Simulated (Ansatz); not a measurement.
Input and command of a plane-wave DFT calculation in Ansatz:

```yaml
crystal:
  lattice:
    - [3.3397126086, -3.2029123483, 0.3632993862]
    - [3.3397126086, 3.2029123483, 0.3632993862]
    - [-0.8153662503, 0.0, 3.213874615]
  atoms:
    - { symbol: Bi, position: [0.228088782, 0.228088782, 0.0575822958] }
    - { symbol: Bi, position: [0.771911218, 0.771911218, 0.9424177042] }
basis:
  ecutwfc: 500
kpoints:
  mp_grid: { grid: [10, 10, 12] }
hamiltonian:
  xc: r2scan
scf:
  occupations: { method: gaussian, width: 0.1 }
output:
  forces: true
  stress: true
  eigenvalues: true
relax:
  adjacent_minimum: "off"
  f_tol: 0.005
  max_steps: 80
  cell: { stress_tol: 0.05 }
```

```bash
ansatz run input.yaml --threads 1 --pin off --max-ram 2560MiB --backend cpu --events-out ev --progress --plain --runs-dir out
```

Processor: Arm Neoverse V1, 1 thread, on a host shared with other jobs.

How long does it run, and how much memory does it take?

About 14 min on 1 thread of Arm Neoverse V1 (shared host), peak memory 0.85 GiB. It solves 19 bands at 337 k points (the mesh reduced by symmetry) with about 1767 plane waves (on the last cell), in 104 SCF iterations over 12 ionic steps.
